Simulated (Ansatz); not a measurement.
Trial structure of Y3C2, not yet relaxed:

```cif
data_structure
_symmetry_space_group_name_H-M 'P 1'
_symmetry_Int_Tables_number 1
_cell_length_a 4.0587
_cell_length_b 4.0587
_cell_length_c 5.9392
_cell_angle_alpha 90.000
_cell_angle_beta 90.000
_cell_angle_gamma 120.791
_cell_volume 84.05
loop_
_atom_site_label
_atom_site_type_symbol
_atom_site_fract_x
_atom_site_fract_y
_atom_site_fract_z
_atom_site_occupancy
Y1 Y 0.00000 0.00000 0.50000 1
Y2 Y 0.67565 0.32435 0.50000 1
Y3 Y 0.32435 0.67565 0.50000 1
C1 C 0.66575 0.66575 0.00000 1
C2 C 0.33425 0.33425 0.00000 1
```

Computed with DFT PBE, scalar-relativistic, plane waves, PAW in Ansatz 0.2.0. Plane waves to 420 eV, a k mesh through Γ of 6×6×4 on the computed 5-atom cell and Gaussian smearing (0.10 eV); no spin polarisation.

Energies over the elements count from the elements' standard structures at the same level, with no fitted energy shifts.

Question: What does a single point on this coarse mesh give?

Answer: The pressure is 59.9 GPa (the mean over three directions, positive in compression), the largest force is 3.56 eV/Å, and the energy is +4.38 eV/atom against the elements. The shortest distance is 1.33 Å.

Question: Is it a good guess?

Answer: A poor one: relaxing gains about 4.5 eV/atom (the start's value is from the coarse mesh, so the gain is rough) in 32 ionic steps and ends at −0.08 eV/atom on the finer mesh. The symmetry stays Cmmm (No. 65). The volume per atom grows by 23.8 %, from 16.8 to 20.8 Å³. The shortest distance goes from 1.33 Å (C–C) to 1.44 Å (C–C). Conventional cell: a = 5.480 Å, b = 11.532 Å, c = 3.293 Å. Around Y on a site of symmetry mmm lie 4 C at 2.61 Å; Y on a site of symmetry m2m has 4 C at 2.51 Å; C is surrounded by 1 C at 1.44 Å and 6 Y at 2.51–2.61 Å.

The last run used an 8×8×12 mesh (in the run's order of axes) for its 5-atom cell and Gaussian smearing of 0.10 eV. The reference form of C is held partly by dispersion forces, which this level lacks. The relaxation can't lower the symmetry of the start, and the grade says only how near the guess is to its own end. Symmetry constrained the relaxation, so the result can be a saddle point.
